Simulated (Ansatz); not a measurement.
# SnTe: stiffness from a series of strains

```yaml
crystal:
  lattice:
    - [0.00000, 3.15650, 3.15650]
    - [3.15650, 0.00000, 3.15650]
    - [3.15650, 3.15650, 0.00000]
  atoms:
    - { symbol: Sn, position: [0.00000, 0.00000, 0.00000] }
    - { symbol: Te, position: [0.50000, 0.50000, 0.50000] }
```

Atom numbers follow the list: Sn1, Te2.

The conventional cell has a = 6.313 Å, b = 6.313 Å, c = 6.313 Å, α = 90.00°, β = 90.00°, γ = 90.00°. Sn (atom 1) has 6 Te at 3.16 Å as nearest neighbours. Around Te (atom 2) lie 6 Sn at 3.16 Å.

The cell is COD entry 9008726, as deposited and not checked against the literature; nothing was relaxed.

Spin–orbit coupling is left out, though it moves levels of the heavy atoms by tenths of an eV or more.

Level of theory: Ansatz 0.2.0, DFT, LDA, all-electron LAPW, scalar-relativistic.

Settings: a Γ-centred 11×11×11 k mesh, Fermi–Dirac smearing of 0.08 eV, basis error target 0.25 meV/atom, no spin polarisation.

The strain is applied along the Cartesian axes of the cell as listed (the other components stay zero). Fractional coordinates are held (clamped ions).

σ is the change of stress from the unstrained cell, which is at -1.71 GPa; tension is positive, so slopes are stress–strain coefficients at that pressure.

Only quantities that a quadratic follows smoothly over the whole series are listed; rougher ones are left out.

| εzz | σzz (GPa) | σxx (GPa) |
| --- | --- | --- |
| -0.0300 | -4.49 | -0.04 |
| -0.0200 | -2.82 | -0.03 |
| -0.0100 | -1.32 | -0.02 |
| 0.0000 | 0.00 | 0.00 |
| 0.0200 | 2.18 | 0.05 |
| 0.0300 | 3.07 | 0.07 |

(1) Fit the series and read off the stiffness at zero strain.

(2) One run, at εzz = 0.0100, is withheld. Predict its row.

Answers

(1) Least-squares fits y = p0 + p1 x + p2 x² to the rows give σzz (GPa): p1 = 126, p2 = -800; σxx (GPa): p1 = 1.9, p2 = 18. So C11 = 126 GPa and C12 = 2 GPa, which gives B = (C11 + 2 C12)/3 = 43 GPa.

(2) The fits give 1.18, 0.02; the run gave 1.17, 0.02.
